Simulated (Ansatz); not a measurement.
ZnIn₂O₄ (spinel, space group No. 227), plane-wave PAW r²SCAN (Ansatz code). The conduction-band minimum lies at Γ, with 1 equivalent valley. Second derivatives d²E/dk² of the lowest band at one valley (eV·Å²), along Cartesian directions:

```csv
direction,d²E/dk²
[100],35.79
[010],35.79
[001],35.79
[110],35.78
[101],35.78
[011],35.78
```

Problem. Find the principal effective masses, the density-of-states mass and the conductivity mass.

Solution. Off-diagonal terms follow from H_xy = H[110] − (H_xx + H_yy)/2, and m*/mₑ = 7.620 eV·Å² over each eigenvalue: 0.21, 0.21, 0.21. One valley's DOS mass (m₁m₂m₃)^(1/3) = 0.21, conductivity mass 3/(Σ 1/mᵢ) = 0.21 mₑ.

Problem. What effective density of states Nc follows at 300 K for parabolic valleys?

Solution. Nc = 2.509e19 × 1 × (0.21)^(3/2) ≈ 2.4e18 cm⁻³.

Space group Fd-3m (spinel). A made-up cell: these elements were put on the sites of a structure type; the Crystallography Open Database copy checked does not list it. Its standing as an ambient phase is unchecked. The r²SCAN relaxation kept the symmetry of its start; whether a distortion lowers the energy is not shown. Spin–orbit coupling is left out wherever it is not named.

Potentials: the earlier of the program's two PAW sets. The files were generated under PBE; for other functionals the program regenerates the frozen cores, and for LDA and PBEsol the local potential too.

Edges and masses are those of Kohn–Sham bands, whose gap is no quasiparticle gap.
